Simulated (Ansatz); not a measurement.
The polar optical mode of NaI, worked through

All numbers below come from Ansatz, DFT LDA, scalar-relativistic, plane waves, PAW. Cutoff 420 eV, 6×6×6 k-points (Γ-centred), fixed occupations. No spin polarisation. Phonons by linear response, acoustic sum rule imposed.

The cell is fixed (symmetry leaves no force on the atoms) and stands under -0.2 GPa:
```
CELL_PARAMETERS angstrom
0.00000 3.14060 3.14060
3.14060 0.00000 3.14060
3.14060 3.14060 0.00000
ATOMIC_POSITIONS crystal
Na 0.00000 0.00000 0.00000
I 0.50000 0.50000 0.50000
```

The cell is the ideal cubic rocksalt prototype. Spin–orbit coupling is left out, which matters for heavy elements.

Linear response gives ν_TO = 127.4 cm⁻¹, Born charges ±1.169 e (positive on Na) and ε∞ = 3.611. The primitive cell holds 61.954 Å³, and the masses are 22.990 and 126.904 amu.

Question: Find ν_LO and the static dielectric constant.

Answer: The long-wave field adds a restoring force: ω_LO² − ω_TO² = Z*²e²/(ε_vac ε∞ μV). In these units ν_LO² − ν_TO² = 4.92064×10⁷ Z*²/(μ V ε∞) cm⁻², with μ = m₁m₂/(m₁ + m₂) = 19.464 amu: 15455 cm⁻². So ν_LO = √(127.4² + 15455) = 178.0 cm⁻¹, and the run gives 178.0. Lyddane–Sachs–Teller then gives ε0 = ε∞ (ν_LO/ν_TO)² = 7.05, against 7.05 in the run (it forms both from the same three quantities, so the match checks the arithmetic only). Between ν_TO and ν_LO the dielectric function is negative and an undamped crystal reflects fully: a reststrahlen band from 56.2 to 78.5 μm.

Question: What do the Clausius–Mossotti polarisability and the Szigeti charge come to?

Answer: With the Lorentz local field, α = (3V/4π)(ε∞ − 1)/(ε∞ + 2) = 6.88 Å³ for the pair, and e_S = 3Z*/(ε∞ + 2) = 0.63 e. The Born charge includes the electrons' response to the dipole's own local field, and e_S takes that enhancement out. The Lorentz field assumes point-like polarisable ions, a fair picture at this small ε∞.

Question: How strongly does a slow electron couple to the LO mode?

Answer: For one isotropic parabolic band, Fröhlich's constant is α_F = (1/ε∞ − 1/ε0) √(m* Ry/ħω_LO), with Ry = 13.606 eV, ħω_LO = 22.1 meV and m* in free-electron masses: α_F = 0.1351 × 24.83 × √m* = 3.35 √m*. The band mass isn't part of this run; for m* = 0.1, 0.3 and 1 it gives 1.06, 1.84, 3.35. In weak coupling the polaron lies α_F ħω_LO below the band edge (41 meV at m* = 0.3) with a mass m*(1 + α_F/6); past α_F of about 5 or 6 that expansion fails. A semilocal functional's ε∞ tends to be too large, which taken alone lowers α_F.